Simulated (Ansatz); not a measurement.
# Sensitivity of the gradients in GaP with Ge replacing P to the input

This input was run with Ansatz:

```yaml
crystal:
  lattice:
    - [0.0, 8.17575, 8.17575]
    - [8.17575, 0.0, 8.17575]
    - [8.17575, 8.17575, 0.0]
  atoms:
    - { symbol: Ga, position: [0.0, 0.0, 0.0] }
    - { symbol: Ga, position: [0.0, 0.0, 0.3333333333] }
    - { symbol: Ga, position: [0.0, 0.0, 0.6666666667] }
    - { symbol: Ga, position: [0.0, 0.3333333333, 0.0] }
    - { symbol: Ga, position: [0.0, 0.3333333333, 0.3333333333] }
    - { symbol: Ga, position: [0.0, 0.3333333333, 0.6666666667] }
    - { symbol: Ga, position: [0.0, 0.6666666667, 0.0] }
    - { symbol: Ga, position: [0.0, 0.6666666667, 0.3333333333] }
    - { symbol: Ga, position: [0.0, 0.6666666667, 0.6666666667] }
    - { symbol: Ga, position: [0.3333333333, 0.0, 0.0] }
    - { symbol: Ga, position: [0.3333333333, 0.0, 0.3333333333] }
    - { symbol: Ga, position: [0.3333333333, 0.0, 0.6666666667] }
    - { symbol: Ga, position: [0.3333333333, 0.3333333333, 0.0] }
    - { symbol: Ga, position: [0.3333333333, 0.3333333333, 0.3333333333] }
    - { symbol: Ga, position: [0.3333333333, 0.3333333333, 0.6666666667] }
    - { symbol: Ga, position: [0.3333333333, 0.6666666667, 0.0] }
    - { symbol: Ga, position: [0.3333333333, 0.6666666667, 0.3333333333] }
    - { symbol: Ga, position: [0.3333333333, 0.6666666667, 0.6666666667] }
    - { symbol: Ga, position: [0.6666666667, 0.0, 0.0] }
    - { symbol: Ga, position: [0.6666666667, 0.0, 0.3333333333] }
    - { symbol: Ga, position: [0.6666666667, 0.0, 0.6666666667] }
    - { symbol: Ga, position: [0.6666666667, 0.3333333333, 0.0] }
    - { symbol: Ga, position: [0.6666666667, 0.3333333333, 0.3333333333] }
    - { symbol: Ga, position: [0.6666666667, 0.3333333333, 0.6666666667] }
    - { symbol: Ga, position: [0.6666666667, 0.6666666667, 0.0] }
    - { symbol: Ga, position: [0.6666666667, 0.6666666667, 0.3333333333] }
    - { symbol: Ga, position: [0.6666666667, 0.6666666667, 0.6666666667] }
    - { symbol: Ge, position: [0.0833333333, 0.0833333333, 0.0833333333], spin: 1.0 }
    - { symbol: P, position: [0.0833333333, 0.0833333333, 0.4166666667] }
    - { symbol: P, position: [0.0833333333, 0.0833333333, 0.75] }
    - { symbol: P, position: [0.0833333333, 0.4166666667, 0.0833333333] }
    - { symbol: P, position: [0.0833333333, 0.4166666667, 0.4166666667] }
    - { symbol: P, position: [0.0833333333, 0.4166666667, 0.75] }
    - { symbol: P, position: [0.0833333333, 0.75, 0.0833333333] }
    - { symbol: P, position: [0.0833333333, 0.75, 0.4166666667] }
    - { symbol: P, position: [0.0833333333, 0.75, 0.75] }
    - { symbol: P, position: [0.4166666667, 0.0833333333, 0.0833333333] }
    - { symbol: P, position: [0.4166666667, 0.0833333333, 0.4166666667] }
    - { symbol: P, position: [0.4166666667, 0.0833333333, 0.75] }
    - { symbol: P, position: [0.4166666667, 0.4166666667, 0.0833333333] }
    - { symbol: P, position: [0.4166666667, 0.4166666667, 0.4166666667] }
    - { symbol: P, position: [0.4166666667, 0.4166666667, 0.75] }
    - { symbol: P, position: [0.4166666667, 0.75, 0.0833333333] }
    - { symbol: P, position: [0.4166666667, 0.75, 0.4166666667] }
    - { symbol: P, position: [0.4166666667, 0.75, 0.75] }
    - { symbol: P, position: [0.75, 0.0833333333, 0.0833333333] }
    - { symbol: P, position: [0.75, 0.0833333333, 0.4166666667] }
    - { symbol: P, position: [0.75, 0.0833333333, 0.75] }
    - { symbol: P, position: [0.75, 0.4166666667, 0.0833333333] }
    - { symbol: P, position: [0.75, 0.4166666667, 0.4166666667] }
    - { symbol: P, position: [0.75, 0.4166666667, 0.75] }
    - { symbol: P, position: [0.75, 0.75, 0.0833333333] }
    - { symbol: P, position: [0.75, 0.75, 0.4166666667] }
    - { symbol: P, position: [0.75, 0.75, 0.75] }
magnetization:
  spin_polarized: true
kpoints:
  mp_grid: { grid: [2, 2, 2] }
scf:
  occupations: { method: fermi_dirac, width: 0.01 }
  eigensolver: { kind: davidson }
hamiltonian:
  xc: pbe
  pseudopotentials: { kind: paw }
output:
  forces: true
  stress: true
  populations: true
  efg:
    quadrupole_moments_barn: { Ga: 0.107, Ge: -0.196 }
    contact_densities: true
basis:
  precision: f64
```

```sh
ansatz run input.yaml --threads 4 --pin off --max-ram 10240MiB --backend cpu --events-out ev --progress --plain --runs-dir out
```

It converged. Of its output the block on the nuclei alone is shown, without the SCF iterations, energies, forces and stress (one atom of each set):

```
--- PAW observables at the nuclei: V_zz in 10²¹ V/m², potentials from the cell's mean, atoms counted from 1 ---
  atom   1  Ga V_zz =    -4.202126   η = 0.0000   by run symmetry: allowed   C_q = -10.8719 MHz
            electrostatic potential = -4130.550657 V   contact ρ = 187417.935118 e/Å³   contact ρ_s (e/Å³): all electrons -0.000238, valence -0.000237
  atom   3  Ga V_zz =    -0.289421   η = 0.7833   by run symmetry: allowed   C_q = -0.7488 MHz
            electrostatic potential = -4130.293500 V   contact ρ = 187415.020316 e/Å³   contact ρ_s (e/Å³): all electrons -0.000393, valence -0.000391
  atom   5  Ga V_zz =    +0.102027   η = 0.7355   by run symmetry: allowed   C_q = +0.2640 MHz
            electrostatic potential = -4130.266145 V   contact ρ = 187414.545884 e/Å³   contact ρ_s (e/Å³): all electrons -0.000242, valence -0.000240
  atom  14  Ga V_zz =    +0.000000   η = 0.0000   by run symmetry: forbidden   C_q = +0.0000 MHz
            electrostatic potential = -4130.240233 V   contact ρ = 187414.496503 e/Å³   contact ρ_s (e/Å³): all electrons -0.000136, valence -0.000134
  atom  18  Ga V_zz =    +0.040354   η = 0.0000   by run symmetry: allowed   C_q = +0.1044 MHz
            electrostatic potential = -4130.245237 V   contact ρ = 187414.526963 e/Å³   contact ρ_s (e/Å³): all electrons -0.000055, valence -0.000054
  atom  28  Ge V_zz =    -0.000000   η = 0.0000   by run symmetry: forbidden   C_q = +0.0000 MHz
            electrostatic potential = -4321.676961 V   contact ρ = 210250.875638 e/Å³   contact ρ_s (e/Å³): all electrons -0.000361, valence -0.000423
  atom  29  P  V_zz =    -0.429445   η = 0.3795   by run symmetry: allowed
            electrostatic potential = -1494.641377 V   contact ρ = 16019.349325 e/Å³   contact ρ_s (e/Å³): all electrons +0.000069, valence +0.000023
  atom  32  P  V_zz =    -0.004540   η = 0.0000   by run symmetry: allowed
            electrostatic potential = -1494.587754 V   contact ρ = 16019.167978 e/Å³   contact ρ_s (e/Å³): all electrons +0.000008, valence -0.000007
  atom  36  P  V_zz =    -0.008165   η = 0.0000   by run symmetry: allowed
            electrostatic potential = -1494.589586 V   contact ρ = 16019.145565 e/Å³   contact ρ_s (e/Å³): all electrons -0.000030, valence -0.000039
  atom  42  P  V_zz =    +0.048660   η = 0.4742   by run symmetry: allowed
            electrostatic potential = -1494.598636 V   contact ρ = 16019.085889 e/Å³   contact ρ_s (e/Å³): all electrons -0.000021, valence -0.000021
```

(1) Can these gradients be trusted, and how do they compare with a run on standard settings?

## Answers

(1) They agree with the standard run. Against the standard input the change is `scf.eigensolver.kind`: not typed → davidson; `basis.precision`: not typed → f64. A site carries the number of its first atom; V_zz in 10²¹ V/m².

| site | atom | V_zz standard | η standard | V_zz here | η here |
| --- | --- | --- | --- | --- | --- |
| Ga1 | 1 | -4.20 | 0.00 | -4.20 | 0.00 |
| Ga3 | 3 | -0.29 | 0.78 | -0.29 | 0.78 |
| Ga5 | 5 | 0.10 | 0.74 | 0.10 | 0.74 |
| Ga18 | 18 | 0.040 | 0.00 | 0.040 | 0.00 |
| Ge | 28 | 0.00 | – | 0.00 | – |
| P29 | 29 | -0.43 | 0.38 | -0.43 | 0.38 |
| P42 | 42 | 0.049 | 0.47 | 0.049 | 0.47 |

All printed values agree. Other sites with |V_zz| of 0.02 or less aren't listed. SCF iterations: 20 and 21.

On the reference run: The defect repeats with the cell of 54 atoms, so it feels its images: sites between two images don't show the values beside a lone defect, and zeros or small values of η there can come from the images' arrangement. The defect cell has no gap above 0.1 eV on its mesh, so the values can hang on the smearing and the k-mesh. The start moments die out, and the run ends without spin. The neighbours have not yet relaxed around the defect (largest force 0.36 eV/Å), so a real crystal will differ.
